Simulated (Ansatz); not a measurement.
YN:
```cif
data_NY
_chemical_formula_sum 'Y1 N1'
_space_group_name_H-M_alt 'P 1'
_space_group_IT_number 1
_cell_length_a 3.46193
_cell_length_b 3.46193
_cell_length_c 3.46193
_cell_angle_alpha 60.000
_cell_angle_beta 60.000
_cell_angle_gamma 60.000
loop_
_space_group_symop_operation_xyz
  'x, y, z'
loop_
_atom_site_label
_atom_site_type_symbol
_atom_site_fract_x
_atom_site_fract_y
_atom_site_fract_z
_atom_site_occupancy
Y1 Y 0.00000 0.00000 0.00000 1
N1 N 0.50000 0.50000 0.50000 1
```

Relaxed with r²SCAN. r²SCAN in the plane-wave PAW code Ansatz gives a gap of 0.58 eV.

### Question
What gap does HSE06 give on the same cell (Ansatz, PAW)?

### Answer
1.09 eV, 0.51 eV more. The hybrid was solved on a coarser mesh and at special points; its gap is the smallest among all of these.

```
k  v1 r²SCAN  c1 r²SCAN  v1 HSE06  c1 HSE06
-  ---------  ---------  --------  --------
Γ       0.00       3.55       [?]       [?]
X      -0.40       0.58     -0.47      1.09
L      -2.29       6.21       [?]       [?]
W      -1.53       4.44       [?]       [?]
K      -1.34       2.85       [?]       [?]
```

### Question
Top valence (v1) and lowest conduction level (c1) in eV from each method's valence maximum (which need not be a listed point): supply the withheld HSE06 values.

### Answer

- W, v1 HSE06: -1.73
- W, c1 HSE06: 5.20
- Γ, v1 HSE06: 0.00
- Γ, c1 HSE06: 4.30
- L, v1 HSE06: -2.45
- L, c1 HSE06: 7.13
- K, v1 HSE06: -1.45
- K, c1 HSE06: 3.50

Cost on shared cores: the r²SCAN run (SCF on a 10×10×10 mesh, then bands and DOS) around 8 core-seconds (rough), the HSE06 run (SCF on 7×7×7, then a few points) very roughly 40 core-seconds; the tasks are unlike.

Space group Fm-3m (rock salt). The cell was relaxed with r²SCAN under the symmetry of its start. The run is not spin-polarised. Spin–orbit coupling is left out wherever it is not named.

Potentials: the earlier of the program's two PAW sets.
